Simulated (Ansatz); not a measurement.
Starting cell, ZrC (rock salt):

```
CELL_PARAMETERS angstrom
      0.00000     4.70874     4.70874
      2.35437     0.00000     2.35437
      2.35437     2.35437     0.00000
ATOMIC_POSITIONS crystal
  C  0.00000 0.00000 0.00000
  C  0.50000 0.00000 0.00000
  Zr 0.25000 0.50000 0.50000
  Zr 0.75000 0.50000 0.50000
```

Two-dimensional scan of atom 4 (Zr, nearest neighbour C at 2.354 Å; its periodic images, 3.3 Å or more away, move with it): u runs along (0.707, 0.707, 0.000), v along (0.000, 0.000, 1.000) (Cartesian). Cell and other atoms are fixed.

Calculation: PBE (plane waves to 420 eV, PAW, scalar-relativistic; Ansatz, a program for electronic structure). k mesh 7×14×14 (Γ-centred), Fermi-Dirac smearing 0.05 eV. The energy includes the smearing's −TS. Stress and pressure are positive under compression. Points where atoms come too close for the PAW data are left out (x in tables, blank in figures). With partly filled bands, energies and forces of such displacements shift with the k mesh and the smearing. ZrC is run without spin polarisation. ZrC was relaxed with its symmetry unable to fall. The zero of ΔE is the undisplaced structure. Axes are in Å.

ΔE (meV/cell), with u across and v down:

```tsv
v \ u	-0.590	-0.295	0.000	0.295	0.590
-0.590	x	x	x	x	x
-0.295	2229	982	615	982	2229
0.000	1772	398	0	398	1772
0.295	2229	982	615	982	2229
0.590	x	x	x	x	x
```

P (GPa), with u across and v down:

| v \ u | -0.590 | -0.295 | 0.000 | 0.295 | 0.590 |
|---|---|---|---|---|---|
| -0.590 | x | x | x | x | x |
| -0.295 | 19.3 | 8.8 | 5.2 | 8.8 | 19.3 |
| 0.000 | 16.5 | 4.3 | 0.0 | 4.3 | 16.5 |
| 0.295 | 19.3 | 8.8 | 5.2 | 8.8 | 19.3 |
| 0.590 | x | x | x | x | x |

Read from the data:

| Item | Result |
|---|---|
| Lowest place on the grid | u = 0.000 Å, v = 0.000 Å (0 meV/cell) |

(For displaced atoms, the force is minus the slope of the energy, and its curvature is a force constant, which sets phonon frequencies.)
